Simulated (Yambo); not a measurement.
BSE-type run in Yambo on AlAs (zinc blende, space group F-43m, No. 216) under isotropic strain of -1 % on all lattice vectors, at zero momentum.

Quantum ESPRESSO step (PBE, PseudoDojo stringent norm-conserving files, scalar-relativistic):
```
&CONTROL
  calculation = 'nscf'
  pseudo_dir = './pseudo'
  outdir = './out'
/
&SYSTEM
  ibrav = 0
  nat = 2
  ntyp = 2
  ecutwfc = 104.0
  ecutrho = 416.0
  occupations = 'fixed'
  force_symmorphic = .true.
  nbnd = 33
/
&ELECTRONS
  conv_thr = 2e-09
  diago_full_acc = .true.
  diago_thr_init = 1e-08
/
ATOMIC_SPECIES
Al 26.9815 Al.upf
As 74.9216 As.upf
CELL_PARAMETERS angstrom
  0.000000000000   2.809077201495   2.809077201495
  2.809077201495   0.000000000000   2.809077201495
  2.809077201495   2.809077201495   0.000000000000
ATOMIC_POSITIONS crystal
Al   0.000000000000   0.000000000000   0.000000000000
As   0.250000000000   0.250000000000   0.250000000000
K_POINTS automatic
10 10 10 0 0 0
```

Yambo input:
```
rim_cut
optics
bse
bss
dipoles
em1s
RandQpts= 1000000
RandGvec= 1 Ry
FFTGvecs= 40 Ry
Chimod= "HARTREE"
BSKmod= "SEX"
BSEmod= "resonant"
BSSmod= "hs"
BSENGexx= 15 Ry
BSENGBlk= 4 Ry
% KfnQP_E
 0.823 | 1.0 | 1.0 |
%
% BSEQptR
 1 | 1 |
%
% BSEBands
 11 | 14 |
%
% BEnRange
 0.0 | 8.1 | eV
%
% BDmRange
 0.15 | 0.15 | eV
%
BEnSteps= 162
% BLongDir
 1.0 | 0.0 | 0.0 |
%
BSHayTrs= -0.02
BSSNEig= 24
WRbsWF
% BndsRnXs
 5 | 29 |
%
NGsBlkXs= 4 Ry
% LongDrXs
 1.0 | 1.0 | 1.0 |
%
```

From the report:

The dimension is k points × valence × conduction bands = 1000 × 3 × 1 = 3000.
```
   [SLEPC] Approach                          : Krylov-Schur
   [SLEPC] Number of requested eigenvalues   :  24
   [SLEPC] Number of eigenvalues        [NEV]:  24
    [K] Dimension                                    :  3000
    [K] Bands                                        :  11  14
    [K] Exchange res                                 : yes
    [K] Correlation res                              : yes
    [K] W interaction is bare                        : no
    [K] RL vectors exchange                          :  307
    [K] RL vectors correlation                       :   59
    [W] Matrix size                                  :   59
    [W] Bands                                        :   5  29
    [W] Coulomb Cutoff                               : none
    [W] Hxc Kernel                                   : HARTREE
```

Spin-orbit coupling is not included.

Geometry strained from the cell relaxed with PBEsol, atoms relaxed again.
